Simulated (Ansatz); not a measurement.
## Pm-3m: 4 crystals compared

All 4 crystals share space group Pm-3m (No. 221) and the same kinds of sites, 2 atoms in the primitive cell. They are database entries and needn't be the stable phases. The set is a selection: crystals with an unstable lattice, a very soft shear in a metal or doubtful stress slopes were left out. Cells are relaxed by PAW under the functional.

Quantity: elastic moduli (Hill averages, relaxed ions; θ_D from sound speeds over directions). Level: PBEsol, all-electron LAPW in Ansatz 0.2.0, scalar-relativistic.

```
crystal  cell (conventional)    k mesh  smearing (eV)
    YCu          a = 3.425 Å  14×14×14           0.10
    YRh          a = 3.384 Å  14×14×14           0.10
    YIn          a = 3.706 Å  12×12×12           0.05
    YHg          a = 3.666 Å  12×12×12           0.08
```

Question: Rank them by G, lowest first.
A. YIn
B. YRh
C. YHg
D. YCu

Answer: A (23.0 GPa), C (28.5 GPa), B (31.9 GPa), D (36.9 GPa).

All values:

| crystal | B (GPa) | G (GPa) | C11 (GPa) | C44 (GPa) | ν | θ_D (K) |
| --- | --- | --- | --- | --- | --- | --- |
| YCu | 77.8 | 36.9 | 122 | 39.5 | 0.295 | 296 |
| YRh | 121 | 31.9 | 151 | 40.1 | 0.379 | 246 |
| YIn | 63.3 | 23.0 | 70.5 | 53.3 | 0.338 | 192 |
| YHg | 74.1 | 28.5 | 98.1 | 38.8 | 0.329 | 194 |

Keep in mind: responses of metals move with mesh and smearing; the softest shear constant rests on one k mesh, and a soft shear can herald a distortion on cooling (YRh, YIn); no spin-orbit coupling on heavy atoms (YHg).
